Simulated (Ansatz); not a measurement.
# Ti$_{2}$O$_{3}$: zone-centre modes

Theory: DFT PBEsol, scalar-relativistic, plane waves, PAW (Ansatz 0.2.0). Settings: 420 eV plane-wave cutoff, Γ-centred 12×12×12 mesh, Fermi-Dirac smearing of 0.15 eV. No spin polarisation. Phonons by linear response, acoustic sum rule imposed.

The cell, relaxed at this level:
```xyz
10
Lattice="2.5158 1.4525 4.6482 -2.5158 1.4525 4.6482 0.0000 -2.9050 4.6482" Properties=species:S:1:pos:R:3 pbc="T T T"
Ti    0.0000    0.0000   11.7943
Ti    0.0000    0.0000    9.1225
Ti    0.0000    0.0000    2.1502
Ti    0.0000    0.0000    4.8221
O    -0.9478   -1.4525    5.8102
O     1.7318   -0.0946    5.8102
O    -0.7840    1.5471    5.8102
O     0.9478    1.4525    8.1343
O    -1.7318    0.0946    8.1343
O     0.7840   -1.5471    8.1343
```

In a metal, frequencies and elastic constants depend on the k mesh and the smearing, soft modes and shear constants most. Spin polarisation was left out, and a magnetic state may lie lower. A semilocal functional can close a gap that the real compound has.

Optical modes at Γ; i marks an imaginary frequency:
```
frequency (THz) degeneracy
           6.28           1
           6.46           2
           7.06           1
           7.60           2
           8.03           2
           9.74           2
          10.33           2
          10.50           1
          10.67           1
          12.22           1
          13.53           2
          13.78           2
          14.15           1
          14.25           1
          15.72           1
          16.04           2
          16.07           1
          16.11           2
```

All 27 optical modes at Γ are real: no displacement of atoms at fixed cell lowers the energy to second order. Strains and modes at other wave vectors aren't tested by this run.

Cost: 1 run of about 3.1 core-hours, on Arm Neoverse V2 (shared hosts).